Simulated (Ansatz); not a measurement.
YCo2B2: do energies and stresses tell the same story?

Computed with Ansatz 0.2.0, DFT PBEsol, scalar-relativistic, plane waves, PAW.

Plane waves to 420 eV, a k mesh through Γ of 14×14×14 on the computed 5-atom cell and Gaussian smearing (0.10 eV); no spin polarisation.

Relaxed cell: I4/mmm, a = 3.511 Å, b = 3.511 Å, c = 9.282 Å, α = 90.00°, β = 90.00°, γ = 90.00°, 5 atoms in the primitive cell. Whether it is the stable form of this composition wasn't checked.

Energies at zero smearing and pressures from the stress tensor, at volumes with shape and atoms relaxed:
```tsv
V (Å³/atom)	E − E(first) (meV/atom)	P (GPa)
10.070	0.00	23.38
10.413	-42.28	16.30
10.757	-70.40	10.15
11.100	-86.19	4.75
11.443	-91.15	0.00
11.786	-86.61	-4.15
12.130	-73.76	-7.76
12.587	-45.55	-11.84
```

Question: Check P = −dE/dV between neighbouring volumes, and get the bulk modulus from the pressures alone.

Answer: With 1 eV/Å³ = 160.2 GPa:
| middle V (Å³/atom) | −ΔE/ΔV (GPa) | mean P (GPa) |
| --- | --- | --- |
| 10.242 | 19.731 | 19.844 |
| 10.585 | 13.125 | 13.225 |
| 10.928 | 7.370 | 7.446 |
| 11.272 | 2.315 | 2.372 |
| 11.615 | -2.119 | -2.077 |
| 11.958 | -5.997 | -5.957 |
| 12.359 | -9.875 | -9.800 |

The two differ by 0.11 GPa at most. The mean of two end pressures misses the average over a step by about ΔV² P″/12, up to 0.08 GPa here; with that taken off 0.04 GPa remains, from the smearing term (the stress is the derivative of the free energy), the finite cutoff, the mesh or the relaxation's tolerance. Around V = 11.443 Å³/atom, the two neighbours give B = −V ΔP/ΔV = 11.443 × 8.90 / 0.687 = 148.3 GPa, against B0 = 147.1 GPa from the Birch–Murnaghan fit of the energies.

A ferromagnetic start lost its moments in a first run, so spin was left out; other magnetic orders weren't tried.

Cost: 9 runs of about 8.8 core-minutes in all, on Intel Xeon 6975P-C (Granite Rapids) (shared hosts).